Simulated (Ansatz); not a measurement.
BaTiO₃:
```
BaTiO3
1.0
    4.01933     0.00000     0.00000
    0.00000     4.01933     0.00000
    0.00000     0.00000     4.01933
Ba Ti O
1 1 3
Direct
  0.50000   0.50000   0.50000
  0.00000   0.00000   0.00000
  0.00000   0.50000   0.00000
  0.50000   0.00000   0.00000
  0.00000   0.00000   0.50000
```

Relaxed with PBE. Special points in fractions of this cell's reciprocal vectors: Γ (0.000, 0.000, 0.000); X (0.000, 0.500, 0.000); M (0.500, 0.500, 0.000); R (0.500, 0.500, 0.500).

Problem. List the band energies nearest the valence-band maximum at these points for DFT-PBE in the program Ansatz with PAW potentials.

Solution. In eV from the valence-band maximum; about four levels below and three above (degenerate sets whole), none deeper than 8.9 eV; points with the same levels are listed once.

| k | below | above |
|---|---|---|
| Γ | -1.09 -1.09 -1.09 -0.12 -0.12 -0.12 | 1.78 1.78 1.78 |
| X | -1.79 -1.79 -0.67 -0.67 | 1.91 3.47 3.47 |
| M | -1.69 -0.84 -0.84 -0.05 | 3.49 3.49 3.90 |
| R | -2.34 -2.34 -2.34 0.00 0.00 0.00 | 4.13 4.13 4.13 |

Space group Pm-3m (cubic perovskite). This is a known high-temperature phase of the composition, computed here at zero pressure and temperature. The cell was relaxed with PBE under the symmetry of its start. At this level the phase is dynamically unstable (imaginary phonons). No spin polarisation was allowed. Scalar-relativistic: spin–orbit coupling is off unless named, which matters more the heavier the elements.

Potentials: the later of the program's two PAW sets.
